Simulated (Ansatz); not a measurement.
CsPbBr3 (cubic perovskite)

```cif
data_Br3CsPb
_chemical_formula_sum 'Cs1 Pb1 Br3'
_space_group_name_H-M_alt 'Pm-3m'
_space_group_IT_number 221
_space_group_name_Hall '-P 4 2 3'
_cell_length_a 6.00308
_cell_length_b 6.00308
_cell_length_c 6.00308
_cell_angle_alpha 90.000
_cell_angle_beta 90.000
_cell_angle_gamma 90.000
loop_
_atom_site_label
_atom_site_type_symbol
_atom_site_symmetry_multiplicity
_atom_site_Wyckoff_symbol
_atom_site_fract_x
_atom_site_fract_y
_atom_site_fract_z
_atom_site_occupancy
Cs1 Cs 1 a 0.00000 0.00000 0.00000 1
Pb1 Pb 1 b 0.50000 0.50000 0.50000 1
Br1 Br 3 c 0.00000 0.50000 0.50000 1
```

Grid over V/V₀ and (c/a)/(c/a)₀, subscript 0 meaning the relaxed cell; the conventional c axis lies along z; no internal relaxation.

All values below come from PBE (plane waves to 420 eV, PAW, scalar-relativistic; Ansatz, a first-principles code). k mesh 6×6×6 (Γ-centred), Fermi-Dirac smearing 0.05 eV. Stress and pressure are positive under compression. CsPbBr3 was relaxed with its symmetry unable to fall. Spin-orbit coupling is left out, though Pb is heavy. This is a high-temperature form of CsPbBr3. 

```tsv
σzz − σxx (GPa)	V/V₀ = 0.920	V/V₀ = 0.960	V/V₀ = 1.000	V/V₀ = 1.040	V/V₀ = 1.080
(c/a)/(c/a)₀ = 0.920	4.97	4.18	3.51	2.95	[?]
(c/a)/(c/a)₀ = 0.960	2.26	1.89	1.58	1.32	[?]
(c/a)/(c/a)₀ = 1.000	0.00	0.00	0.00	0.00	0.00
(c/a)/(c/a)₀ = 1.040	-1.92	-1.59	-1.32	[?]	-0.89
(c/a)/(c/a)₀ = 1.080	[?]	-2.97	-2.45	-2.01	-1.64
```

Problem. Fill in the missing entries.

Solution. 
- (c/a)/(c/a)₀ = 0.920, V/V₀ = 1.080: 2.48
- (c/a)/(c/a)₀ = 0.960, V/V₀ = 1.080: 1.10
- (c/a)/(c/a)₀ = 1.040, V/V₀ = 1.040: -1.09
- (c/a)/(c/a)₀ = 1.080, V/V₀ = 0.920: -3.60

(A scan under strain: stresses follow from slopes of the energy per volume, elastic moduli from its curvatures.)
